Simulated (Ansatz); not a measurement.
GePt2 in space group P-62m (No. 189; Ge on 2c, Ge on 1b, Pt on 3g, Pt on 3f) under volume change, the program Ansatz at the r²SCAN level (PAW), shape and atoms relaxed at each volume.

```
V (Å³/atom)  E − E(relaxed) (meV/atom)  P (GPa)
-----------  -------------------------  -------
14.077                            94.3    24.03
14.541                            39.0    14.42
15.005                             ___      ___
15.469                             0.0     0.01
15.934                             ___      ___
16.398                            28.3    -9.00
16.862                            58.8   -11.86
```

Some entries are withheld; supply them.


- 15.934, E − E(relaxed) (meV/atom): 7.6
- 15.934, P (GPa): -5.11
- 15.005, E − E(relaxed) (meV/atom): 9.1
- 15.005, P (GPa): 6.48

What does a third-order Birch–Murnaghan fit give for V₀, B₀ and B′?

V₀ = 15.47 Å³/atom, B₀ = 187 GPa, B′ = 6.7.

The workflow started from a Materials Project entry (that database holds measured and hypothetical structures alike); the Crystallography Open Database copy checked does not list it. Its standing as an ambient phase is unchecked. The r²SCAN relaxation kept the symmetry of its start; whether a distortion lowers the energy is not shown. The run is not spin-polarised. Scalar-relativistic: spin–orbit coupling is off unless named, which matters more the heavier the elements.

Potentials: the later of the program's two PAW sets.
